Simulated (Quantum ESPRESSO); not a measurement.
Different elements on one site among Li Ti Zr

Calculated results; nothing here was measured. They come from Quantum ESPRESSO 7.5, a public plane-wave density functional program. Each row is one single-point run on a made-up periodic cell of eight metal atoms, with elements, volume, strain and displacements drawn at random and not relaxed, so a cell may be unstable or far from any real phase. There is no spin polarisation or spin-orbit coupling.

Settings: PBE unless stated; PseudoDojo standard norm-conserving files; Fermi-Dirac width 0.25 eV, which means electrons at about 2900 K; cutoff 1143 eV; 8 x 4 x 3 k mesh shifted half a step off Gamma. E is the free energy of the whole cell (internal energy minus TS), so a -TS column is already part of it. Stress is positive in tension, and the pressure P is minus a third of its trace.

Checks: one run of this series was repeated at a higher cutoff and on a denser mesh, which moved values by no more than 0.002 eV, 0.06 GPa and 0.006 eV/Å, and a second program with other atomic files agreed on it to 2 % rms in force and 0.5 GPa in pressure. Known limits: heavy elements are run without spin-orbit coupling, which real alloys of them have; a spin test at this wide smearing found no moment, but such smearing suppresses magnetism that the real alloy may have.

The lattice is hexagonal close-packed, and the cell vectors in Å are (3.098, -0.017, 0.025); (-0.029, 5.385, 0.028); (0.077, 0.050, 9.970), a volume of 166.32 Å³. The elements on sites 1 to 8 are Zr Zr Li Zr Zr Zr X Ti. The runs change X and keep the cell and the displaced positions. The column v is a rough volume for each atom of the pure element, close to PBE values, from general knowledge and not from these runs. Energies are left out, as each element's file has its own zero.

```
run   X  v (Å³)  -TS (eV)  force on X (eV/Å)  rms force (eV/Å)  P (GPa)
  1  Ag    17.8    -1.909              0.225             0.366     2.84
  2  Ru    13.8    -2.160              0.321             0.624    -0.77
  3  Pd    15.3    -1.936              0.159             0.464     0.69
  4  Mg    22.9    -1.933              0.327             0.363     5.00
  5  Hf    22.5         ?                  ?                 ?        ?
```

## Worked fit

A straight line through the runs shown gives P = -8.9 + 0.619 v GPa with v in Å³, an error of 0.090 on the slope and a scatter of 0.62 GPa. At this fixed volume the pressure tends to rise with the size of X.

## Withheld run

Question: what pressure should run 5, with Hf, give?

The fit gives 5.03 ± 0.83 GPa. The calculation gave 5.39 GPa.
